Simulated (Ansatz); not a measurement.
input.yaml for GaGe (Ansatz 0.2.0)

```yaml
crystal:
  lattice:
    - [0.0, 2.897844, 2.897844]
    - [2.897844, 0.0, 2.897844]
    - [2.897844, 2.897844, 0.0]
  atoms:
    - { symbol: Ga, position: [0.75, 0.75, 0.75] }
    - { symbol: Ge, position: [0.0, 0.0, 0.0] }
total_charge: 0.25
basis:
  ecutwfc: "29 Ry"
kpoints:
  mp_grid: { grid: [4, 4, 4] }
hamiltonian:
  xc: pbe
  dispersion: d4
scf:
  occupations: { method: gaussian, width: 0.1 }
  n_extra_bands: 5
output:
  forces: true
  stress: true
  eigenvalues: true
```

Command:

```bash
ansatz run input.yaml --threads 1 --pin off --max-ram 1331MiB --backend cpu --events-out ev --progress --plain --runs-dir out
```

Output, shortened (HF is the Harris–Foulkes energy, dr2 the density residual in eV):

```text
Warning: basis.ecutwfc = 394.5651 eV is below the records' recommended 420 eV, and the density's cutoff is lower with it unless basis.ecutrho_ratio is high enough to keep the records' density cutoff: compare with a run at a higher cutoff
scf.n_extra_bands = 5 over 14 filled bands (N_el = 26.8): the run solves 19 bands
Pseudopotential: Ga, paw, valence charge 13, recommended cutoff 420 eV (normal)
Pseudopotential: Ge, paw, valence charge 14, recommended cutoff 420 eV (normal)
Crystal: 2 atoms, lattice volume = 48.669 Å³
Basis set: ecut = 394.5651 eV, 893 PW (Γ), exchange–correlation on 54×54×54 points (8 copies of the dense FFT grid, shifted against one another)
Bands: 19, of which v1, the nominal top of the filled ones, is band 13 counted from 1 (12 counted from 0)
Symmetry: 24 space group operations
Space group: F-43m (ITA 216), of the structure as read, at distance tolerance 3.7e-5 Å
k-points: 8 of 64 (time reversal used)
Initial density: superposition of atomic densities (neutral atoms scaled as one to the charged cell's electrons: chi_scale 0, normalization atom), corrected by the library's trained network
SCF iter   1: HF=-8080.195855 eV  Δρ=3.81e-2  dr2=4.18e-1
SCF iter   2: HF=-8080.003418 eV  Δρ=5.58e-3  dr2=7.88e-3
SCF iter   3: HF=-8079.988008 eV  Δρ=4.07e-3  dr2=4.59e-3
SCF iter   4: HF=-8079.987764 eV  Δρ=9.61e-4  dr2=2.23e-4
SCF iter   5: HF=-8079.988231 eV  Δρ=2.58e-4  dr2=2.96e-5
SCF iter   6: HF=-8079.988357 eV  Δρ=2.95e-5  dr2=4.54e-7
SCF iter   7: F=-8079.988341 eV  HF=-8079.988341 eV  Δρ=7.17e-6  dr2=1.53e-8
SCF 1 converged in 7 iterations: F = -8079.988341 eV  dr2 = 1.53e-8
SCF converged after 7 iterations
Free energy (F): -8079.988341 eV
E sigma→0 (E₀):  -8079.986308 eV
Entropy (-TS):   -0.004065 eV (-2.033 meV/atom)
Fermi energy:    6.245274 eV
--- Forces (eV/Å), atoms counted from 1 ---
  atom   1  Ga     0.00000000    -0.00000000     0.00000000
  atom   2  Ge    -0.00000000     0.00000000     0.00000000
--- Stress (GPa, compression-positive) ---
       -0.913574       0.000000       0.000000
       -0.000000      -0.913574      -0.000000
        0.000000      -0.000000      -0.913574
  P = ⅓ Tr σ = -0.9136 GPa (-9.136 kbar)
```

Settings here are deliberately varied, not converged. The charged cell sits in a uniform compensating background.